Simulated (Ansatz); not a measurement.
AlCuCl4 in space group P-42c (No. 112; Al on 2d, Cu on 2e, Cl on 8n), DFT-r²SCAN in the program Ansatz with PAW potentials. The conduction-band minimum lies at Γ, with 1 equivalent valley. Second derivatives d²E/dk² of the lowest band at one valley (eV·Å²), along Cartesian directions:

| direction | d²E/dk² |
|---|---|
| [100] | 17.96 |
| [010] | 17.96 |
| [001] | 19.62 |
| [110] | 17.95 |
| [101] | 18.78 |
| [011] | 18.78 |

Task: Find the principal effective masses, the density-of-states mass and the conductivity mass.

Result: Off-diagonal terms follow from H_xy = H[110] − (H_xx + H_yy)/2, and m*/mₑ = 7.620 eV·Å² over each eigenvalue: 0.39, 0.42, 0.42. One valley's DOS mass (m₁m₂m₃)^(1/3) = 0.41, conductivity mass 3/(Σ 1/mᵢ) = 0.41 mₑ.

Task: What effective density of states Nc follows at 300 K for parabolic valleys?

Result: Nc = 2.509e19 × 1 × (0.41)^(3/2) ≈ 6.6e18 cm⁻³.

The workflow started from a Materials Project entry (that database holds measured and hypothetical structures alike); the Crystallography Open Database copy checked does not list it. COD files the formula under space group No. 33. Its standing as an ambient phase is unchecked. Symmetry was held in the r²SCAN relaxation; whether a distortion lowers the energy is not shown. No spin polarisation was allowed.

Potentials: the later of the program's two PAW sets.

Edges and masses are those of Kohn–Sham bands, whose gap is no quasiparticle gap.
